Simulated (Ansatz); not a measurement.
MgO:
```
MgO
1.0
    3.26528     0.00000     0.00000
   -1.63264     2.82782     0.00000
    0.00000     0.00000    15.50948
Mg O
6 6
Direct
  0.66667   0.33333   0.64811
  0.66667   0.33333   0.97929
  0.33333   0.66667   0.81370
  0.33333   0.66667   0.48191
  0.33333   0.66667   0.14750
  0.00000   0.00000   0.31370
  0.66667   0.33333   0.85168
  0.66667   0.33333   0.52046
  0.33333   0.66667   0.01855
  0.33333   0.66667   0.68609
  0.33333   0.66667   0.35296
  0.00000   0.00000   0.18605
```

Relaxed with PBEsol.

Q: Which orbitals make up the states near the band edges in DFT-PBEsol in the program Ansatz with PAW potentials?

A: Top 1 eV of the valence band: O 2p 98 %. Bottom 1 eV of the conduction band: Mg 3s 61 %, O 2s 26 %, O 2p 10 %. Projections are on Löwdin-orthogonalised atomic valence shells; empty p or d shells of many metals are not among them.

Q: Tabulate the density of states.

A: States/eV per cell of 12 atoms, in 0.25 eV bins, energy from the valence-band maximum.

```csv
E (eV),total,O 2p,Mg 3s,O 2s
-7.85,0.00,0.00,0.00,0.00
-7.60,0.00,0.00,0.00,0.00
-7.35,0.00,0.00,0.00,0.00
-7.10,0.00,0.00,0.00,0.00
-6.85,0.00,0.00,0.00,0.00
-6.60,0.00,0.00,0.00,0.00
-6.35,0.00,0.00,0.00,0.00
-6.10,0.00,0.00,0.00,0.00
-5.85,0.00,0.00,0.00,0.00
-5.60,0.00,0.00,0.00,0.00
-5.35,0.00,0.00,0.00,0.00
-5.10,0.00,0.00,0.00,0.00
-4.85,0.00,0.00,0.00,0.00
-4.60,0.00,0.00,0.00,0.00
-4.35,0.00,0.00,0.00,0.00
-4.10,0.00,0.00,0.00,0.00
-3.85,0.00,0.00,0.00,0.00
-3.60,0.00,0.00,0.00,0.00
-3.35,0.00,0.00,0.00,0.00
-3.10,1.47,1.22,0.20,0.01
-2.85,6.97,5.79,0.95,0.05
-2.60,14.78,12.30,1.95,0.17
-2.35,12.01,9.99,1.56,0.20
-2.10,7.39,6.24,0.83,0.14
-1.85,3.65,3.08,0.39,0.09
-1.60,7.53,6.78,0.46,0.07
-1.35,8.88,8.26,0.29,0.05
-1.10,12.38,11.77,0.23,0.04
-0.85,16.77,16.17,0.15,0.03
-0.60,21.59,21.04,0.08,0.02
-0.35,25.38,24.91,0.03,0.01
-0.10,5.21,5.12,0.00,0.00
0.15,0.00,0.00,0.00,0.00
0.40,0.00,0.00,0.00,0.00
0.65,0.00,0.00,0.00,0.00
0.90,0.00,0.00,0.00,0.00
1.15,0.00,0.00,0.00,0.00
1.40,0.00,0.00,0.00,0.00
1.65,0.00,0.00,0.00,0.00
1.90,0.00,0.00,0.00,0.00
2.15,0.00,0.00,0.00,0.00
2.40,0.00,0.00,0.00,0.00
2.65,0.00,0.00,0.00,0.00
2.90,0.00,0.00,0.00,0.00
3.15,0.00,0.00,0.00,0.00
3.40,0.00,0.00,0.00,0.00
3.65,0.09,0.00,0.06,0.03
3.90,0.16,0.01,0.10,0.05
4.15,0.21,0.02,0.13,0.05
4.40,0.31,0.04,0.19,0.08
4.65,0.41,0.06,0.24,0.09
4.90,0.50,0.09,0.30,0.11
5.15,0.62,0.11,0.36,0.12
5.40,0.75,0.14,0.45,0.14
5.65,0.97,0.19,0.58,0.16
5.90,1.10,0.21,0.65,0.17
6.15,1.28,0.25,0.75,0.17
6.40,1.72,0.32,0.99,0.20
6.65,3.19,0.43,1.43,0.23
6.90,4.44,0.50,1.64,0.22
7.15,4.00,0.45,1.48,0.17
7.40,5.04,0.49,1.62,0.16
7.65,5.13,0.43,1.36,0.12
7.90,5.74,0.48,1.50,0.11
8.15,4.35,0.29,0.77,0.05
```

Space group P3m1. The first step of the workflow began from a Materials Project structure, measured or hypothetical; the Crystallography Open Database copy checked does not list it. It is not the phase usual at ambient conditions (space group No. 225). The PBEsol relaxation kept the symmetry of its start; whether a distortion lowers the energy is not shown.

Potentials: the later of the program's two PAW sets.
